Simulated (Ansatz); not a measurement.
AgW:
```xyz
2
Lattice="0.0000 2.6505 2.6505 2.6505 0.0000 2.6505 2.6505 2.6505 0.0000" Properties=species:S:1:pos:R:3 pbc="T T T"
Ag     0.0000     0.0000     0.0000
W      2.6505     2.6505     2.6505
```

Relaxed with r²SCAN.

Question: Give the Bader charges and basin volumes of the independent atoms, r²SCAN in the plane-wave PAW code Ansatz.

Answer: 

```json
[
 {"atom": "Ag1", "Bader charge (e)": "-0.89", "Bader volume (Å³)": "19.7"},
 {"atom": "W2", "Bader charge (e)": "+0.89", "Bader volume (Å³)": "17.6"}
]
```

Space group Fm-3m (rock salt). The start of the workflow was typed in or built on a structure type; neither database checked (COD, Materials Project) lists it. Its standing as an ambient phase is unchecked. Symmetry was held in the r²SCAN relaxation. At this level the phase is mechanically unstable. No spin polarisation was allowed. Its formation energy is positive at this level, so the cell may be metastable or incomplete. Spin–orbit coupling is left out wherever it is not named.

Potentials: the later of the program's two PAW sets.
